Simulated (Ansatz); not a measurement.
NiBi$_{3}$:
```
NiBi3
1.0
    9.20346     0.00000     0.00000
    0.00000     4.07502     0.00000
    0.00000     0.00000    11.79324
Ni Bi
4 12
Direct
  0.08043   0.25000   0.47896
  0.91957   0.75000   0.52104
  0.41957   0.75000   0.97896
  0.58043   0.25000   0.02104
  0.20548   0.75000   0.59901
  0.79452   0.25000   0.40099
  0.29452   0.25000   0.09901
  0.70548   0.75000   0.90099
  0.15289   0.75000   0.88986
  0.84711   0.25000   0.11014
  0.34711   0.25000   0.38986
  0.65289   0.75000   0.61014
  0.42091   0.25000   0.82407
  0.57909   0.75000   0.17593
  0.07909   0.75000   0.32407
  0.92091   0.25000   0.67593
```

Relaxed with r²SCAN.

### Question
Map the electron localisation function on the plane through (0.080, 0.250, 0.479) spanned by u = [1, 0, 0] and v = [0, 0, 1] in lattice vectors, from the program Ansatz at the r²SCAN level (PAW).

### Answer
x is the fraction of u, y of v (the angle between them is 90°; rows are the nearest grid lines); atoms in the plane: Ni at (0.00, 0.00), Ni at (0.50, 0.54), Bi at (0.71, 0.92), Bi at (0.21, 0.62), Bi at (0.77, 0.63), Bi at (0.27, 0.91), Bi at (0.34, 0.35), Bi at (0.84, 0.20).
```
|@%+-:-=+=++***##*-. .-=+++++++====::-+%@|
|=-::-+=++-..:+**#*- -*#**=.  .-+===::--=|
|::.:=+=+-... -**##-.-*#**- :- :+===-::::|
|::--===++-..:=**#*: :+##**=--=++==--::::|
|....:-=+++++****=:   .-+***+++++=-...  .|
|     .:-==+++=-:        .:-==+==-:.     |
|    .:-==++==-:.       ..-=+++**+=-.    |
|  :+#*****+++=-:.....::-===++++*****=.  |
| :*##*+:  .=+===--:::--===+=.   -**#*-  |
| -*#**=.  .-+===:::--::-+=+=:. .=**#*-. |
| :+***+=::-+===-::=++-::=+=++==+**##*:  |
| .:-======-----:.:=##=-::===++**##*=:   |
| .........::--==-::::::::::::::::..     |
|.......::--=========--:::..            .|
|....:::--==++=-=+===-::...             .|
| ...::-==++-.:- :+++:.        .-==-:..  |
|.    .:=+***=::=+**+:     .:+########+-.|
|=.     .-+########*=    .:-+***+==+****=|
|=:.     .:+#%%%%#+-.  ...:=++*=:  .=**+=|
|=:..        ....    ...::-===+=.  .-++==|
|---::...            .....::---=++++====-|
|::::::::.......     .........::--==-::::|
|=--:::-----===-:.   ....:::::::----:::-=|
|@%+-:-=+=++***##*-. .-=+++++++====::-+%@|
```
Scale: ten equal steps from 0.023 (start of ' ') to 0.723 (end of '@'), in the order ' .:-=+*#%@'; x runs from 0.000 to 1.00, y from 0.000 (bottom) to 1.00 (top).

The density is the valence pseudo-density with augmentation charge, so density and ELF within about 1 Å of a nucleus are not all-electron values.

Space group Pnma. The first step of the workflow began from a Materials Project structure, measured or hypothetical; the Crystallography Open Database copy checked does not list it. Its standing as an ambient phase is unchecked. The cell was relaxed with r²SCAN under the symmetry of its start; its stability against distortions is not shown here. No spin polarisation was allowed. Scalar-relativistic: spin–orbit coupling is off unless named, which matters more the heavier the elements.

Potentials: the later of the program's two PAW sets.
